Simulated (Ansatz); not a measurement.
The relaxed structure here is a generated cell of ZnCu2SnSe4: the first start was made by a random draw of sites in a space group, and the end was not matched to a known phase here, so it may be hypothetical. Known forms of ZnCu2SnSe4 include space group No. 82.

One starting cell of ZnCu2SnSe4 (a randomly generated symmetric cell of ZnCu2SnSe4 (space group No. 139)) was relaxed twice with Ansatz (plane waves, PAW, scalar-relativistic): with PBEsol at 420 eV and with PBE at 420 eV. The PBEsol result:

```cif
data_Cu4Se8Sn2Zn2
_chemical_formula_sum 'Cu4 Se8 Sn2 Zn2'
_space_group_name_H-M_alt 'I4/mmm'
_space_group_IT_number 139
_space_group_name_Hall '-I 4 2'
_cell_length_a 6.66287
_cell_length_b 6.66287
_cell_length_c 9.86342
_cell_angle_alpha 90.000
_cell_angle_beta 90.000
_cell_angle_gamma 90.000
loop_
_atom_site_label
_atom_site_type_symbol
_atom_site_symmetry_multiplicity
_atom_site_Wyckoff_symbol
_atom_site_fract_x
_atom_site_fract_y
_atom_site_fract_z
_atom_site_occupancy
Cu1 Cu 4 e 0.00000 0.00000 0.26968 1
Se1 Se 8 f 0.25000 0.25000 0.25000 1
Sn1 Sn 2 a 0.00000 0.00000 0.00000 1
Zn1 Zn 2 b 0.00000 0.00000 0.50000 1
```
(The calculation used a cell of 8 atoms; values per cell refer to that cell.)

| quantity | PBEsol | PBE |
|---|---|---|
| space group | I4/mmm | I4/mmm |
| volume (Å³/atom) | 27.37 | [?] |
| a (Å) | 6.663 | [?] |
| c (Å) | 9.863 | [?] |
| gap (eV, no spin-orbit coupling) | 0.00 | [?] |

Fill in the PBE column.


- volume (Å³/atom), PBE: 28.96
- a (Å), PBE: 6.773
- c (Å), PBE: 10.099
- gap (eV, no spin-orbit coupling), PBE: 0.00

Both levels end in the same structure; PBE's volume is 5.8 % larger. Neither column is exact.

No spin polarisation in the result.

The run could not lose the symmetry of its start: the end is stationary, and may be a saddle point rather than a minimum.

Ansatz is a quantum-chemistry and plane-wave program.
